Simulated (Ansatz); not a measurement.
TePb:
```
CELL_PARAMETERS angstrom
      0.00000     3.22171     3.22171
      3.22171     0.00000     3.22171
      3.22171     3.22171     0.00000
ATOMIC_POSITIONS crystal
  Te 0.00000 0.00000 0.00000
  Pb 0.50000 0.50000 0.50000
```

PBEsol in the plane-wave PAW code Ansatz gives a gap of 0.65 eV without spin–orbit coupling, maximum at L, minimum at L.

What happens when spin–orbit coupling is switched on?

The gap drops by 0.50 eV, to 0.15 eV; maximum at L, minimum at L.

Give the electron effective mass with spin–orbit coupling.

0.031, 0.031, 0.76 mₑ (principal values).

Give the hole effective mass with spin–orbit coupling.

0.039, 0.039, 9.4 mₑ (principal values).

Space group Fm-3m (rock salt). Symmetry was held in the PBEsol relaxation.

Potentials: the earlier of the program's two PAW sets. The files were generated under PBE; for other functionals the program regenerates the frozen cores, and for LDA and PBEsol the local potential too.
